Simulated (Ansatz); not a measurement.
Relaxed-ion elastic tensor of GaN (rock salt, Fm-3m) in GPa (Voigt order), r²SCAN in the plane-wave PAW code Ansatz; density 7.42 g/cm³, 9.37 Å³ per atom.

|  | 1 | 2 | 3 | 4 | 5 | 6 |
|---|---|---|---|---|---|---|
| 1 | 369 | 181 | 181 | 0.0 | 0.0 | 0.0 |
| 2 | 181 | 369 | 181 | 0.0 | 0.0 | 0.0 |
| 3 | 181 | 181 | 369 | 0.0 | 0.0 | 0.0 |
| 4 | 0.0 | 0.0 | 0.0 | 235 | 0.0 | 0.0 |
| 5 | 0.0 | 0.0 | 0.0 | 0.0 | 235 | 0.0 |
| 6 | 0.0 | 0.0 | 0.0 | 0.0 | 0.0 | 235 |

### Question
Is the crystal mechanically stable?

### Answer
Yes: the smallest eigenvalue of C is 187 GPa.

### Question
Work out the Voigt, Reuss and Hill averages.

### Answer
K_V = 244, K_R = 244, K_H = 244; G_V = 179, G_R = 147, G_H = 163 GPa.

### Question
Give Young's modulus, Poisson's ratio, Pugh's ratio and the universal anisotropy index.

### Answer
E = 9KG/(3K + G) = 399 GPa; ν = 0.23; K/G = 1.50 (brittle by the Pugh limit of 1.75); A_U = 5G_V/G_R + K_V/K_R − 6 = 1.09.

### Question
Estimate the sound speeds and the Debye temperature.

### Answer
v_l = √((K + 4G/3)/ρ) = 7880 m/s, v_t = √(G/ρ) = 4680 m/s, mean 5190 m/s; Θ = (h/k)(3n/4πV)^(1/3) v_m = 732 K.

### Question
Give the Zener ratio and Young's modulus along [100], [110] and [111].

### Answer
A = 2C44/(C11 − C12) = 2.51; 1/E = S11 − 2(S11 − S12 − S44/2)Γ with Γ = 0, 1/4, 1/3 gives 249, 415, 534 GPa.

### Question
Solve the Christoffel equation for the three sound speeds along [100], [110], [111].

### Answer
Eigenvalues of C_ijkl n_j n_l equal ρv². In km/s, slowest first: [100] 5.63, 5.63, 7.05; [110] 3.55, 5.63, 8.30; [111] 4.36, 4.36, 8.67.

This is a known high-pressure phase of the composition, computed here at zero pressure and temperature. Symmetry was held in the r²SCAN relaxation; its stability against distortions is not shown here.

Potentials: the later of the program's two PAW sets.
